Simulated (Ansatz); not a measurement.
SiNi in space group P2_13 (No. 198; Si on 4a, Ni on 4a) at seven volumes, PBEsol (plane waves, PAW; program Ansatz), shape and atoms relaxed at each. One row is withheld.

```json
[
 {"V (Å³/atom)": "10.144", "P (GPa)": "23.65"},
 {"V (Å³/atom)": "10.478", "P (GPa)": "14.37"},
 {"V (Å³/atom)": "10.813", "P (GPa)": "?"},
 {"V (Å³/atom)": "11.147", "P (GPa)": "-0.03"},
 {"V (Å³/atom)": "11.481", "P (GPa)": "-5.55"},
 {"V (Å³/atom)": "11.816", "P (GPa)": "-10.16"},
 {"V (Å³/atom)": "12.150", "P (GPa)": "-14.00"}
]
```

Question: Fit the shown pressures and predict the withheld one.

Answer: P = (3/2)B₀(x^(7/2) − x^(5/2))[1 + (3/4)(B′ − 4)(x − 1)] with x = (V₀/V)^(2/3). Least squares on the six rows gives V₀ = 11.145 Å³/atom, B₀ = 200 GPa, B′ = 4.85. At V = 10.813, x = 1.0204 and P = 6.51 GPa. The run itself gave 6.55 GPa.

The first step of the workflow began from a Materials Project structure, measured or hypothetical; the Crystallography Open Database copy checked does not list it. It is not the phase usual at ambient conditions (space group No. 62). Symmetry was held in the PBEsol relaxation; of distortions, only those at the zone centre were tested. The run is not spin-polarised.

Potentials: the later of the program's two PAW sets.
